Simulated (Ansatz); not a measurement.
Relaxed-ion elastic tensor of BiB in space group P-6m2 (No. 187; B on 1a, Bi on 1f) in GPa (Voigt order), r²SCAN in the plane-wave PAW code Ansatz; density 9.54 g/cm³, 19.12 Å³ per atom.

```
      1     2     3     4     5     6
-  ----  ----  ----  ----  ----  ----
1   122  37.9  46.4   0.0   0.0   0.0
2  37.9   122  46.4   0.0   0.0   0.0
3  46.4  46.4   183   0.0   0.0   0.0
4   0.0   0.0   0.0  15.2   0.0   0.0
5   0.0   0.0   0.0   0.0  15.2   0.0
6   0.0   0.0   0.0   0.0   0.0  42.0
```

### Question
Is the crystal mechanically stable?

### Answer
Yes: the smallest eigenvalue of C is 15.2 GPa.

### Question
Work out the Voigt, Reuss and Hill averages.

### Answer
K_V = 76.5, K_R = 73.3, K_H = 74.9; G_V = 34.3, G_R = 25.3, G_H = 29.8 GPa.

### Question
Give Young's modulus, Poisson's ratio, Pugh's ratio and the universal anisotropy index.

### Answer
E = 9KG/(3K + G) = 78.9 GPa; ν = 0.32; K/G = 2.51 (ductile by the Pugh limit of 1.75); A_U = 5G_V/G_R + K_V/K_R − 6 = 1.80.

### Question
Estimate the sound speeds and the Debye temperature.

### Answer
v_l = √((K + 4G/3)/ρ) = 3470 m/s, v_t = √(G/ρ) = 1770 m/s, mean 1980 m/s; Θ = (h/k)(3n/4πV)^(1/3) v_m = 220 K.

### Question
How much does each axis shrink under pressure?

### Answer
Linear compressibilities β_i = Σ_j S_ij (j = 1 to 3): x 5.5, y 5.5, z 2.7 per TPa.

The cell is a constructed one: a structure type filled with these elements; neither database checked (COD, Materials Project) lists it. Its standing as an ambient phase is unchecked. Symmetry was held in the r²SCAN relaxation. At this level the phase is dynamically unstable (imaginary phonons). As this level gives no gap, shear constants depend on the k-mesh and smearing (Fermi–Dirac, 0.1 eV here). Scalar-relativistic: spin–orbit coupling is off unless named, which matters more the heavier the elements.

Potentials: the later of the program's two PAW sets.
